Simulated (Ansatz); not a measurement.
The relaxed structure here is a generated cell of Ti3Al: the first start was made by a random draw of sites in a space group, and the end was not matched to a known phase here, so it may be hypothetical. Known forms of Ti3Al include space group No. 194.

A relaxed structure of Ti3Al. All values below come from PBEsol (plane waves to 420 eV, PAW, scalar-relativistic; Ansatz, a program for electronic structure).

```
CELL_PARAMETERS angstrom
      4.42592     2.55531     0.96251
     -4.42592     2.55531     0.96251
      0.00000    -5.11061     0.96251
ATOMIC_POSITIONS crystal
  Al 0.62839 0.62839 0.62839
  Ti 0.25844 0.79602 0.25844
  Ti 0.79602 0.25844 0.25844
  Ti 0.25844 0.25844 0.79602
```

Question: Determine the symmetry and give the standard cell with its independent sites.

Answer: Space group R3m, hexagonal axes (No. 160); a = b = 8.852 Å, c = 2.888 Å, α = β = 90.00°, γ = 120.00°

```json
[
 {"atom": "Al", "site": "3a", "symmetry": "3m", "x": "0.0000", "y": "0.0000", "z": "0.6284"},
 {"atom": "Ti", "site": "9b", "symmetry": ".m", "x": "0.1541", "y": "0.3083", "z": "0.1043"}
]
```

Question: Give the shortest distances between elements (the closest pairs, up to four, under 3.6 Å).

Answer: Al–Ti 2.73 Å; Ti–Ti 2.75 Å; Al–Al 2.89 Å.

* **Volume per atom**: 16.33 Å³
* **Band gap**: no gap (metallic)

No spin polarisation in the result.

The run could not lose the symmetry of its start, so the end can be a saddle point.
